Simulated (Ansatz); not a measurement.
# In2Bi: projected DOS by orbital

```
CELL_PARAMETERS angstrom
5.61230 0.00000 0.00000
-2.80615 4.86040 0.00000
0.00000 0.00000 3.30841
ATOMIC_POSITIONS crystal
In 0.66667 0.33333 0.50000
In 0.33333 0.66667 0.50000
Bi 0.00000 0.00000 0.00000
```

Atoms are numbered in the order listed.

Structure from Materials Project entry mp-571172 (possibly hypothetical), not relaxed further.

Spin–orbit coupling is left out, though it moves levels of the heavy atoms by tenths of an eV or more.

Computed with DFT, PBEsol, all-electron LAPW, scalar-relativistic (Ansatz 0.2.0).

The runs use a Γ-centred 7×7×10 k mesh, Fermi–Dirac smearing of 0.05 eV, basis error target 1 meV/atom, no spin polarisation.

States per eV for one atom of each kind, in 0.4 eV bins named by their centres, from the Fermi level, projected on a minimal set of Löwdin-orthogonalised atomic shells; orbitals are real harmonics on the Cartesian axes, equal curves share a column, and empty bins are left out, as is all above 4.4 eV, near the top of the computed bands.

In1 5p:

```
# E all pz px=py
-11.9 0.02 0.00 0.01
-11.5 0.15 0.01 0.07
-11.1 0.08 0.02 0.03
-10.7 0.05 0.02 0.02
-10.3 0.04 0.02 0.01
-9.9 0.04 0.03 0.01
-7.1 0.09 0.02 0.04
-6.7 0.09 0.04 0.02
-6.3 0.09 0.05 0.02
-5.9 0.12 0.06 0.03
-5.5 0.14 0.04 0.05
-5.1 0.15 0.04 0.05
-4.7 0.13 0.03 0.05
-4.3 0.13 0.04 0.05
-3.9 0.12 0.03 0.04
-3.5 0.13 0.03 0.05
-3.1 0.24 0.09 0.08
-2.7 0.41 0.14 0.13
-2.3 0.42 0.11 0.16
-1.9 0.23 0.09 0.07
-1.5 0.25 0.11 0.07
-1.1 0.25 0.10 0.07
-0.7 0.26 0.09 0.08
-0.3 0.20 0.06 0.07
0.1 0.31 0.12 0.10
0.5 0.56 0.21 0.18
0.9 0.66 0.19 0.24
1.3 0.55 0.17 0.19
1.7 0.52 0.17 0.17
2.1 0.44 0.16 0.14
2.5 0.54 0.26 0.14
2.9 0.40 0.19 0.11
3.3 0.39 0.14 0.13
3.7 0.55 0.14 0.21
4.1 0.56 0.12 0.22
```

Bi3 6p:

```
# E all pz px=py
-11.5 0.03 0.03 0.00
-11.1 0.04 0.04 0.00
-10.7 0.04 0.04 0.00
-10.3 0.03 0.03 0.00
-9.9 0.02 0.02 0.00
-7.5 0.01 0.00 0.00
-7.1 0.20 0.00 0.10
-6.7 0.15 0.00 0.08
-6.3 0.11 0.00 0.05
-5.9 0.19 0.08 0.05
-5.5 0.20 0.11 0.05
-5.1 0.16 0.08 0.04
-4.7 0.12 0.07 0.03
-4.3 0.10 0.06 0.02
-3.9 0.14 0.10 0.02
-3.5 0.21 0.12 0.05
-3.1 0.42 0.17 0.13
-2.7 0.73 0.23 0.25
-2.3 0.88 0.32 0.28
-1.9 0.50 0.17 0.17
-1.5 0.61 0.16 0.22
-1.1 0.72 0.13 0.30
-0.7 0.85 0.15 0.35
-0.3 0.70 0.16 0.27
0.1 0.63 0.22 0.21
0.5 0.70 0.24 0.23
0.9 0.56 0.14 0.21
1.3 0.62 0.12 0.25
1.7 0.62 0.14 0.24
2.1 0.55 0.21 0.17
2.5 0.79 0.28 0.25
2.9 0.53 0.24 0.14
3.3 0.37 0.21 0.08
3.7 0.39 0.19 0.10
4.1 0.43 0.24 0.10
```

In1 5s:

```
# E all
-11.9 0.01
-11.5 0.02
-11.1 0.01
-10.7 0.01
-7.5 0.01
-7.1 0.26
-6.7 0.27
-6.3 0.24
-5.9 0.34
-5.5 0.34
-5.1 0.31
-4.7 0.21
-4.3 0.20
-3.9 0.19
-3.5 0.13
-3.1 0.10
-2.7 0.12
-2.3 0.15
-1.9 0.17
-1.5 0.16
-1.1 0.15
-0.7 0.15
-0.3 0.12
0.1 0.10
0.5 0.11
0.9 0.07
1.3 0.06
1.7 0.06
2.1 0.06
2.5 0.06
2.9 0.06
3.3 0.07
3.7 0.10
4.1 0.09
```

Bi3 6s:

```
# E all
-11.9 0.16
-11.5 1.02
-11.1 0.62
-10.7 0.53
-10.3 0.54
-9.9 0.95
-9.5 0.09
-7.1 0.04
-6.7 0.08
-6.3 0.07
-5.9 0.09
-5.5 0.05
-5.1 0.03
-4.7 0.02
-4.3 0.02
-3.9 0.01
-3.5 0.01
-3.1 0.02
-2.7 0.05
-2.3 0.08
-1.9 0.04
-1.5 0.04
-1.1 0.04
-0.7 0.03
-0.3 0.02
0.1 0.03
0.5 0.04
0.9 0.03
1.3 0.02
1.7 0.03
2.1 0.02
2.5 0.02
2.9 0.02
3.3 0.01
3.7 0.02
4.1 0.02
```
